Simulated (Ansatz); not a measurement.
## Cold compression of Ag (bcc type)

```yaml
crystal:
  lattice:
    - [-1.59107, 1.59107, 1.59107]
    - [1.59107, -1.59107, 1.59107]
    - [1.59107, 1.59107, -1.59107]
  atoms:
    - { symbol: Ag, position: [0.00000, 0.00000, 0.00000] }
```

The cell comes from a relaxation on PAW files under the same functional, begun from a prototype that needn't be the stable phase.

Its volume is scaled at fixed shape and fractional positions.

All numbers are LDA results (scalar-relativistic) from Ansatz 0.2.0, with a Γ-centred 17×17×17 k mesh, Fermi–Dirac smearing of 0.1 eV, no spin polarisation. Methods: LAPW: all electrons, basis error target 1 meV/atom; PAW: frozen-core files, cutoff 420 eV; crystal datasets: all electrons, by PAW datasets that the program makes for each cell; norm-conserving: pseudopotentials, cutoff 1170 eV.

Energies are extrapolated to zero smearing and count from the unscaled cell; pressure is positive in compression; gaps take the mesh and a band path. No temperature or zero-point motion is included.

The PAW files were made under PBE. The structure type is held throughout; the real material can change phase at far lower pressure.

```
V/V0  V (Å³/atom)  P LAPW (GPa)  ΔE LAPW (eV/atom)  P PAW − LAPW (GPa)  ΔE PAW − LAPW (meV/atom)
1.00        16.11         -0.01              0.000               -0.01                       0.0
0.95        15.31          8.03              0.019               -0.02                      -0.1
0.85        13.69          34.8              0.219               -0.06                      -0.4
0.75        12.08          87.1              0.802               -0.12                      -1.2
0.65        10.47         191.7              2.141               -0.22                      -2.9
0.55         8.86         412.1              5.035               -0.44                      -6.0
0.45         7.25             ?             11.348               -0.60                     -11.9
0.40         6.44          1407             17.089                0.07                     -13.5
```

Give the missing entry: row "0.45", column "P LAPW (GPa)".

916.5.

Fit the Vinet equation to the LAPW pressures over the whole range, with residuals weighted by 1/(|P| + 0.03·Pmax).

V0 = 16.13 Å³/atom, B0 = 129 GPa and B0′ = 6.08, and the fit misses no point by more than 7.8 GPa. A fit over so wide a range pins B0 less well than one near rest.

At the smallest volume, how far do crystal datasets and norm-conserving lie from LAPW in pressure?

crystal datasets: +0.01 GPa; norm-conserving: +18.07 GPa, on a LAPW pressure of 1407 GPa.

How do the Löwdin populations by LAPW change from the unscaled cell to the last row?

Ag 4s 1.99 → 1.93 electrons an atom. These are projections on the shells that the free atoms fill; 0.13 e a cell lies outside them at the start and 0.18 e at the end.
